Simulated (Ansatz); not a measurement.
# Mg3CdSe4: rattling a relaxed structure

It was reached by relaxing an invented guess, and it needn't be the stable form of this composition.

All numbers below come from DFT PBE, scalar-relativistic, plane waves, PAW in Ansatz. Settings: cutoff 420 eV, Γ-centred mesh 6×6×6 on the computed 8-atom cell, Gaussian smearing of 0.02 eV; no spin polarisation.

The cell below (8 atoms, space group P-43m (No. 215)) is relaxed within its symmetry.

```cif
data_structure
_symmetry_space_group_name_H-M 'P 1'
_symmetry_Int_Tables_number 1
_cell_length_a 6.0433
_cell_length_b 6.0433
_cell_length_c 6.0433
_cell_angle_alpha 90.000
_cell_angle_beta 90.000
_cell_angle_gamma 90.000
_cell_volume 220.71
loop_
_atom_site_label
_atom_site_type_symbol
_atom_site_fract_x
_atom_site_fract_y
_atom_site_fract_z
_atom_site_occupancy
Mg1 Mg 0.00000 0.00000 0.50000 1
Mg2 Mg 0.00000 0.50000 0.00000 1
Mg3 Mg 0.50000 0.00000 0.00000 1
Cd1 Cd 0.50000 0.50000 0.50000 1
Se1 Se 0.75579 0.75579 0.24421 1
Se2 Se 0.75579 0.24421 0.75579 1
Se3 Se 0.24421 0.75579 0.75579 1
Se4 Se 0.24421 0.24421 0.24421 1
```

For the test it was strained at random (σ = 1.5 % a component), the atoms were moved at random (σ = 0.05 Å), and all was relaxed again on a coarse 2×2×2 mesh (in the run’s order of axes) with 0.10 eV smearing, with no symmetry imposed.

**Question.** Does it come back?

**Answer.** It returns, within 1 meV/atom of the unmoved cell on that mesh and with the same symmetry when read at 0.1 Å (P1 at 0.01 Å, so small strains and shifts remain). So it is stable against the distortions that fit this cell and that this random move excites. Modes that don't fit the cell aren't tested.
